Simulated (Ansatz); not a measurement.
Theory: DFT PBE, scalar-relativistic, plane waves, PAW (Ansatz 0.2.0). All cells share a 420 eV cutoff and Γ-centred k meshes spaced at most about 0.3 Å⁻¹ (about 0.25 or finer for metals, 2π included). No spin polarisation in the final relaxations.

Temperature and zero-point effects are left out. All come from trial cells, and lower structures may exist.

Question: Order these relaxed structures of SnGe3Se4 by energy, lowest first, with the energy over the lowest of them.
A.

```cif
data_structure
_symmetry_space_group_name_H-M 'P4/mmm'
_symmetry_Int_Tables_number 123
_cell_length_a 4.0858
_cell_length_b 4.0858
_cell_length_c 11.5433
_cell_angle_alpha 90.000
_cell_angle_beta 90.000
_cell_angle_gamma 90.000
_cell_volume 192.71
loop_
_atom_site_label
_atom_site_type_symbol
_atom_site_symmetry_multiplicity
_atom_site_Wyckoff_symbol
_atom_site_fract_x
_atom_site_fract_y
_atom_site_fract_z
_atom_site_occupancy
Sn1 Sn 1 c 0.50000 0.50000 0.00000 1
Ge1 Ge 2 g 0.00000 0.00000 0.74381 1
Ge2 Ge 1 d 0.50000 0.50000 0.50000 1
Se1 Se 1 b 0.00000 0.00000 0.50000 1
Se2 Se 2 h 0.50000 0.50000 0.25849 1
Se3 Se 1 a 0.00000 0.00000 0.00000 1
```

B.

```cif
data_structure
_symmetry_space_group_name_H-M 'R-3m:H'
_symmetry_Int_Tables_number 166
_cell_length_a 4.0697
_cell_length_b 4.0697
_cell_length_c 40.0450
_cell_angle_alpha 90.000
_cell_angle_beta 90.000
_cell_angle_gamma 120.000
_cell_volume 574.38
loop_
_atom_site_label
_atom_site_type_symbol
_atom_site_symmetry_multiplicity
_atom_site_Wyckoff_symbol
_atom_site_fract_x
_atom_site_fract_y
_atom_site_fract_z
_atom_site_occupancy
Sn1 Sn 3 b 0.66667 0.33333 0.83333 1
Ge1 Ge 6 c 0.00000 0.00000 0.74689 1
Ge2 Ge 3 a 0.00000 0.00000 0.00000 1
Se1 Se 6 c 0.66667 0.33333 0.70684 1
Se2 Se 6 c 0.00000 0.00000 0.87965 1
```

Answer: B (0 meV/atom), A (14 meV/atom). Forms: B Sn and Ge ordered on rock salt sites, R-3m; A Sn and Ge ordered on rock salt sites, P4/mmm. Counting Ge or Se atoms around Sn (for each partner element, those within 1.25 times its shortest distance or 1.15 times the sum of covalent radii, where it is the nearest in units of that sum or under 1.3): B has Sn 6; A has Sn 6.

Cells relaxed within their symmetry can be saddle points. Some candidate types were left out of the draw beforehand, so a known form may be missing.
